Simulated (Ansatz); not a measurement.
# Levels at Γ against strain in MgS

```yaml
crystal:
  lattice:
    - [0.00000, 2.60165, 2.60165]
    - [2.60165, 0.00000, 2.60165]
    - [2.60165, 2.60165, 0.00000]
  atoms:
    - { symbol: Mg, position: [0.00000, 0.00000, 0.00000] }
    - { symbol: S, position: [0.50000, 0.50000, 0.50000] }
```

Atoms are numbered in the order listed.

The cell is COD entry 9008672, as deposited and not checked against the literature; nothing was relaxed.

All numbers below come from DFT, PBEsol, all-electron LAPW, scalar-relativistic in Ansatz 0.2.0.

Numerical set-up: a Γ-centred 10×10×10 k mesh, Fermi–Dirac smearing of 0.03 eV, basis error target 0.25 meV/atom, no spin polarisation.

The strain is applied along the Cartesian axes of the cell as listed (the other components stay zero). Fractional coordinates are held (clamped ions).

Only quantities that a quadratic follows smoothly over the whole series are listed; rougher ones are left out.

```csv
εzz,"direct gap at Γ, from the mean of the top three filled levels (eV)",singlet less doublet of the top filled triplet at Γ (eV)
-0.0200,3.754,-0.092
-0.0100,3.673,-0.045
0.0000,3.595,0.000
0.0200,3.444,0.083
```

Problem. Fit the series and give the slopes at zero strain.

Solution. Least-squares fits y = p0 + p1 x + p2 x² to the rows give direct gap at Γ, from the mean of the top three filled levels (eV): p1 = -7.75, p2 = 10; singlet less doublet of the top filled triplet at Γ (eV): p1 = 4.38, p2 = -11. Without spin–orbit coupling the singlet lies 3b(εzz − εxx) above the doublet in the usual convention, so the shear deformation potential is b = 1.46 eV.

Problem. One run, at εzz = 0.0100, is withheld. Predict its row.

Solution. The fits give 3.518, 0.043; the run gave 3.518, 0.043.
